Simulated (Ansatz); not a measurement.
Polymorphs of InAs, each relaxed with the program Ansatz at the LDA level (PAW):

A: rock salt (Fm-3m)
a = 5.600 Å, b = 5.600 Å, c = 5.600 Å, α = 90.00°, β = 90.00°, γ = 90.00°

| atom | site | symmetry | x | y | z |
|---|---|---|---|---|---|
| In | 4b | m-3m | 0.5000 | 0.5000 | 0.5000 |
| As | 4a | m-3m | 0.0000 | 0.0000 | 0.0000 |

B: wurtzite (P6_3mc)
a = 4.250 Å, b = 4.250 Å, c = 6.989 Å, α = 90.00°, β = 90.00°, γ = 120.00°

| atom | site | symmetry | x | y | z |
|---|---|---|---|---|---|
| In | 2b | 3m. | 0.3333 | 0.6667 | 0.0006 |
| As | 2b | 3m. | 0.3333 | 0.6667 | 0.3749 |

C: zinc blende (F-43m)
a = 6.0259 Å, b = 6.0259 Å, c = 6.0259 Å, α = 90.00°, β = 90.00°, γ = 90.00°

```csv
atom,site,symmetry,x,y,z
As,4c,-43m,0.2500,0.2500,0.2500
In,4a,-43m,0.0000,0.0000,0.0000
```

Q: Put the candidates in order of energy per atom at 0 K, lowest first, for LDA.

A: C (+0 meV/atom), B (+9 meV/atom), A (+133 meV/atom)

Not the usual ambient phase: A; B. All cells were relaxed under the symmetry of their starts (and spin orders); stability against distortions was not tested throughout. Spin–orbit coupling is left out wherever it is not named.

Energies hold the estimated change up to a 700 eV cutoff; steps of a few meV lie near the error of the meshes.

Potentials: the later of the program's two PAW sets.
